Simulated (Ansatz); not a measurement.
# Computed properties of WS$_{2}$

WS$_{2}$:
```
WS2
1.0
    5.94031     0.00000     0.00000
    0.00000     5.94031     0.00000
    0.00000     0.00000     5.94031
W S
4 8
Direct
  0.00000   0.00000   0.00000
  0.50000   0.50000   0.00000
  0.00000   0.50000   0.50000
  0.50000   0.00000   0.50000
  0.35722   0.35722   0.35722
  0.85722   0.14278   0.64278
  0.64278   0.85722   0.14278
  0.14278   0.64278   0.85722
  0.64278   0.64278   0.64278
  0.14278   0.85722   0.35722
  0.35722   0.14278   0.85722
  0.85722   0.35722   0.14278
```
The run is spin-polarised; directions of the spins, atom by atom: ↑ ↑ ↑ ↑ 0 0 0 0 0 0 0 0.

Space group Pa-3 (No. 205); conventional cell a = 5.9403 Å, b = 5.9403 Å, c = 5.9403 Å, α = 90.00°, β = 90.00°, γ = 90.00°.

Method: PBE in the plane-wave PAW code Ansatz. The cell and atoms are relaxed at this level. Other levels are named where they apply.

Cell and energy:

```yaml
volume_per_atom: 17.47 Å³
density: 7.86 g/cm³
Formation energy from the elements (no fitted shifts): -0.16 eV/atom
```

Electronic structure:

```yaml
electronic_character: metallic (no gap)
Density of states at the Fermi level: 0.75 states/eV per atom (mean over ±0.08 eV)
```

Magnetism:

```yaml
magnetic_order: ferromagnetic
net_moment: 0.39 μB per atom
```

Mechanics:

```yaml
Bulk modulus (Birch–Murnaghan fit): 133 GPa
Pressure derivative B′: 5.0
```

The start of the workflow was typed in or built on a structure type; neither database checked (COD, Materials Project) lists it. It is not the phase usual at ambient conditions (space group No. 194). The cell was relaxed with PBE under the symmetry of its start; whether a distortion lowers the energy is not shown. Spin order of the final state: ferromagnetic, chosen from 2 collinear starts compared on coarse meshes (ties went to the first, and starts can fall back to one state), not a proven ground state. No Hubbard U is applied. The references are the lowest solids computed at this level, not always the standard phases. Spin–orbit coupling is left out wherever it is not named.

Potentials: the earlier of the program's two PAW sets.
